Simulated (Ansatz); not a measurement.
# Two states of GdTl3

```xyz
8
Lattice="4.7380 4.7380 0.0000 0.0000 4.7380 4.7380 4.7380 0.0000 4.7380" Properties=species:S:1:pos:R:3 pbc="T T T"
Gd    0.0000    0.0000    0.0000
Gd    4.7380    4.7380    4.7380
Tl    0.0000    2.3690    2.3690
Tl    4.7380    2.3690    2.3690
Tl    2.3690    0.0000    2.3690
Tl    2.3690    4.7380    2.3690
Tl    2.3690    2.3690    4.7380
Tl    2.3690    2.3690    0.0000
```

Method: r2SCAN; PAW, plane waves to 500 eV, 4×4×4 Γ-centred mesh, fermi-dirac occupations (width 0.0112 eV) (Ansatz 0.2.0), atoms fixed.

State A: Gd1 up, Gd2 down (collinear spin). State B: Gd1 up, Gd2 up (collinear spin).

Compare the two self-consistent states.

State A is lower by 1.0 meV an atom at zero smearing. So small a gap isn't resolved on this mesh where a state is a metal.

```tsv
state	free energy (meV/atom)	largest moment in a small sphere (μB)	net moment (μB/cell)	gap on mesh (eV)	pressure (GPa)	largest force (eV/Å)
A	0.0	7.21	0.00	metal	0.6	0.00
B	1.2	7.20	14.84	metal	0.7	0.00
```

Origin: a database entry at a rescaled volume. Caveats: f shells without a U or exact exchange are poorly placed.
